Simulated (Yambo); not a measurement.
CsHF2 (space group I4/mcm, No. 140), G0W0@LDA (Yambo, plasmon pole, terminator in G, 2×2×2 mesh): gap Γ → Γ in eV by bands and screening block.

| bands (W and G) | 2 Ry | 3 Ry | 4 Ry | 6 Ry | 7 Ry |
|---|---|---|---|---|---|
| 50 | 11.66 | ___ | 11.17 | 10.96 | 10.93 |
| 78 | 11.13 | 10.96 | 10.68 | 10.49 | 10.47 |
| 114 | 10.90 | 10.74 | 10.48 | 10.31 | ___ |
| 161 | 10.81 | ___ | 10.39 | 10.23 | 10.22 |
| 207 | 10.77 | 10.60 | 10.35 | 10.21 | 10.20 |

**Question.** Estimate the withheld gaps from their neighbours; the computed values follow.

**Answer.** 
- 50, 3 Ry: 11.47
- 114, 7 Ry: 10.29
- 161, 3 Ry: 10.64

The largest settings aren't shown to be the converged limit.

Geometry of the Materials Project entry, not relaxed at this level; primitive cell a = b = c = 5.814 Å, α = β = 116.57°, γ = 96.04°.

The structure is a Materials Project entry; no match was found in the copy of COD used, and its stability was not checked.
